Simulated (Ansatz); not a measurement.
The relaxed structure here is a generated cell of BN: the first start was made by placing the elements on the sites of a structure type, and the end was not matched to a known phase here, so it may be hypothetical. Known forms of BN include space group No. 186, 194, 216.

A relaxed structure of BN. Space group I-4m2 (No. 119). Computed with PBEsol (plane waves to 420 eV, PAW, scalar-relativistic; Ansatz, a program for electronic structure).

```cif
data_B8N8
_chemical_formula_sum 'B8 N8'
_space_group_name_H-M_alt 'I-4m2'
_space_group_IT_number 119
_space_group_name_Hall 'I -4 -2'
_cell_length_a 2.54845
_cell_length_b 2.54845
_cell_length_c 16.27933
_cell_angle_alpha 90.000
_cell_angle_beta 90.000
_cell_angle_gamma 90.000
loop_
_atom_site_label
_atom_site_type_symbol
_atom_site_symmetry_multiplicity
_atom_site_Wyckoff_symbol
_atom_site_fract_x
_atom_site_fract_y
_atom_site_fract_z
_atom_site_occupancy
B1 B 4 e 0.00000 0.00000 0.39119 1
B2 B 2 a 0.00000 0.00000 0.00000 1
B3 B 2 d 0.50000 0.00000 0.25000 1
N1 N 4 e 0.00000 0.00000 0.30426 1
N2 N 4 f 0.00000 0.50000 0.05640 1
```
(The calculation used a cell of 8 atoms; values per cell refer to that cell.)

| Quantity | Value |
|---|---|
| Volume per atom | 6.61 Å³ |
| Band gap | zero (metallic) |
| Shortest distances | B–N 1.42 Å; N–N 2.52 Å; B–B 2.53 Å |
| k-mesh | 18×18×18 |

Band energies at high-symmetry points (eV from the Fermi level; labels of this space group; no spin-orbit coupling), from −5 eV up to 5.0 eV:

| point | energies |
|---|---|
| Γ | -4.96 -4.96 -3.68 -3.68 -3.33 0.08 0.08 2.83 4.24 |
| X | -4.55 -2.22 -1.70 -0.91 |
| P | -4.53 -2.37 -1.39 -1.08 |
| N | -4.77 -2.95 -2.93 0.47 0.65 |
| M | -4.80 -4.80 -4.69 -4.31 -3.91 -3.91 0.27 0.27 2.85 4.32 |
| S | -4.76 -2.95 -2.90 0.49 0.65 |
| S0 | -4.76 -2.95 -2.90 0.49 0.65 |
| R | -4.53 -2.21 -1.69 -0.91 |

No spin polarisation in the result.

It was reached from a disturbed copy of a C2/c (No. 15) cell, against which it lies -1.07 eV/atom.
